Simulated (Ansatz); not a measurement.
Elastic constants of CaO: input and output

Method: DFT PBE, scalar-relativistic, plane waves, PAW in Ansatz 0.2.0.

Launched with:
```bash
ansatz run input.yaml --threads 1 --pin off --max-ram 1228MiB --backend cpu --events-out ev --progress --plain --runs-dir out
```

Input (bare energies are in eV):
```yaml
crystal:
  lattice:
    - [0.0, 2.414, 2.414]
    - [2.414, 0.0, 2.414]
    - [2.414, 2.414, 0.0]
  atoms:
    - { symbol: Ca, position: [0.0, 0.0, 0.0] }
    - { symbol: O, position: [0.5, 0.5, 0.5] }
basis:
  ecutwfc: 420
kpoints:
  mp_grid: { grid: [8, 8, 8] }
hamiltonian:
  xc: pbe
scf:
  occupations: { method: fixed }
output:
  forces: true
  stress: true
  eigenvalues: true
elastic:
  mode: relaxed_ion
  stencil: two_point
```

From the output:
```
--- Elastic constants: 2 strain directions × 2 members + reference (group order 48) ---
  dense FFT box of the reference and of every strained cell: 24×24×24
  strains applied: 11, 23; error gains: componentwise 1.00 (the most a stress slope's error grows in a printed constant), spectral 1.73 (1 for all six strains in a standard setting)
  C = ∂σ_k/∂η_j (tension-positive GPa; Voigt order 11 22 33 23 13 12):
       203.028     57.872     57.872      0.000      0.000     -0.000
        57.872    203.028     57.872     -0.000      0.000      0.000
        57.872     57.872    203.028      0.000     -0.000     -0.000
         0.000     -0.000     -0.000     75.730     -0.000     -0.000
         0.000     -0.000     -0.000      0.000     75.730      0.000
        -0.000      0.000     -0.000     -0.000     -0.000     75.730
  reference stress σ⁰ (GPa):     -0.187     -0.187     -0.187      0.000      0.000     -0.000
  C* (energy form; C + prestress term) asymmetry max|C*_kj − C*_jk| = 2.132e-14 GPa — a small one proves nothing (zero by symmetry where the batch's group is 432, −43m or m−3m); a large one is finite-difference/SCF noise where every solve ...
  moduli (Voigt/Reuss/Hill, GPa): K = 106.26/106.26/106.26   G = 74.47/74.44/74.45   E = 181.07   ν = 0.216
  mechanically stable: yes (min eigenvalue of sym C = 75.73 GPa)
  strain η (Voigt 11):  stress-route row diagonal C_11 = 203.03 GPa, energy-path curvature d²(F+E_count+ΔE)/dδ²/Ω₀ = 204.10 GPa
         δ    σ_11 (GPa) F (eV) n_scf n_hpsi n_pw
    -2.000e-3      -0.5976       -2387.7226306       9   14529    568   relax 0 steps, max|allowed force component| 3.99e-30 eV/Å
     2.000e-3       0.2146       -2387.7227702       7   12533    568   relax 0 steps, max|allowed force component| 3.80e-30 eV/Å
  strain η (Voigt 23):  stress-route row diagonal C_44 = 75.73 GPa, energy-path curvature d²(F+E_count+ΔE)/dδ²/Ω₀ = 76.68 GPa
         δ    σ_23 (GPa) F (eV) n_scf n_hpsi n_pw
    -2.000e-3      -0.1515       -2387.7227291       8   22058    568   relax 0 steps, max|allowed force component| 1.21e-29 eV/Å
     2.000e-3       0.1515       -2387.7227291       6   18528    568   relax 0 steps, max|allowed force component| 3.31e-29 eV/Å
```

The cell is the ideal cubic rocksalt prototype.